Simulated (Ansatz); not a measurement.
Starting cell, Mo (bcc, W type):

```yaml
crystal:
  lattice:
    - [-3.15088, 3.15088, 3.15088]
    - [1.57544, -1.57544, 1.57544]
    - [1.57544, 1.57544, -1.57544]
  atoms:
    - { symbol: Mo, position: [0.00000, 0.00000, 0.00000] }
    - { symbol: Mo, position: [0.50000, 0.00000, 0.00000] }
```

Scan: atom 1 (Mo, nearest neighbour Mo at 2.729 Å; its periodic images, 2.7 Å or more away, move with it) is displaced along Cartesian [110], direction (0.707, 0.707, 0.000) in Cartesian axes, by s. The other atoms stay.

Calculation: r2SCAN (plane waves to 500 eV, PAW, scalar-relativistic; Ansatz, a first-principles code). k mesh 17×17×17 (Γ-centred), Fermi-Dirac smearing 0.05 eV. E stands for the smeared free energy. Stress and pressure are positive under compression. With partly filled bands, energies and forces of such displacements shift with the k mesh and the smearing. F∥ is the force on the atom along that direction. F⊥ is the part of the force across the line. On this mesh the relaxed cell isn't quite at rest: it carries a pressure of 0.1 GPa (compression positive) at the zero of the scan. Mo is run without spin polarisation. Mo was relaxed with its symmetry unable to fall. The PAW data are Ansatz's earlier set. The zero of ΔE is the undisplaced structure.

```tsv
s (Å)	ΔE (meV/cell)	|F⊥| (eV/Å)	F∥ (eV/Å)	P (GPa)
-0.270	256	0.955	1.941	4.1
-0.216	163	0.773	1.533	2.7
-0.162	91	0.594	1.130	1.6
-0.108	40	0.398	0.750	0.8
-0.054	10	0.202	0.370	0.3
0.000	0	0.000	0.000	0.1
0.054	10	0.202	-0.370	0.3
0.108	40	0.398	-0.750	0.8
0.162	91	0.594	-1.130	1.6
0.216	163	0.773	-1.533	2.7
0.270	256	0.955	-1.941	4.1
```

Key numbers:

| Quantity | Result |
|---|---|
| Energy at s = 0.270 Å | 256 meV/cell |
| Force along the line at s = -0.270 Å | 1.94 eV/Å |
| Symmetry of the curve | even: the same for both signs |
| Shape of the curve | a single well with its minimum at or next to zero displacement |
| Force constant k = d²E/ds² at s = 0 (finite differences) | 6.81 eV/Å² |
| Harmonic estimate at the end of the scan | ½ks² = 248 meV/cell against the computed 256 meV/cell, so the well is close to harmonic there |

The 11 points together took roughly 60 core-minutes.

(For displaced atoms, the force is minus the slope of the energy, and its curvature is a force constant, which sets phonon frequencies.)
